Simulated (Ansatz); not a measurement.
# Al2O3: Field gradients at the nuclei

The cell is a measured structure from the Crystallography Open Database (COD) whose atoms were relaxed with PBE, the cell held.

Space group R-3c:H (No. 167); a = 4.7605, c = 12.9956 Å, γ = 120.00°.

```csv
site,Wyckoff,site symmetry,x,y,z
Al,12c,3.,0.0000,0.0000,0.8521
O,18e,.2,0.9731,0.3333,0.0833
```

One atom of each set is listed; the run and its k-mesh use a cell of 10 atoms with edges of 5.13, 5.13, 5.13 Å.

Level of theory: DFT, PBE, plane waves and PAW, scalar-relativistic, 420 eV cutoff, Γ-centred 5×5×5 k-points, Fermi–Dirac smearing 0.02 eV (Ansatz 0.2.0).

C_Q = eQV_zz/h, which is 24.18 MHz for Q = 1 b and V_zz = 10²¹ V/m²; η = (V_xx − V_yy)/V_zz.

²⁷Al: I = 5/2, Q = 146.6 mb; ¹⁷O: I = 5/2, Q = -25.58 mb. Q values from Pyykkö, Mol. Phys. 116, 1328 (2018).

(1) What field gradients does the calculation give at each kind of site?

Results:

(1) 

| site | atoms | first shell | V_zz (10²¹ V/m²) | η | C_Q (MHz) |
| --- | --- | --- | --- | --- | --- |
| Al | 4 | 6 O at 1.86–1.97 Å | 0.56 | 0.00 | 1.98 |
| O | 6 | 4 Al at 1.86–1.97 Å; also 2 Al at 3.22 Å | -3.88 | 0.51 | 2.40 |

An axis of threefold or higher order runs through Al, so V_zz lies along it and η is zero.

At this cell the PBE pressure is 7 GPa, so with PBE the cell would grow if it were relaxed.
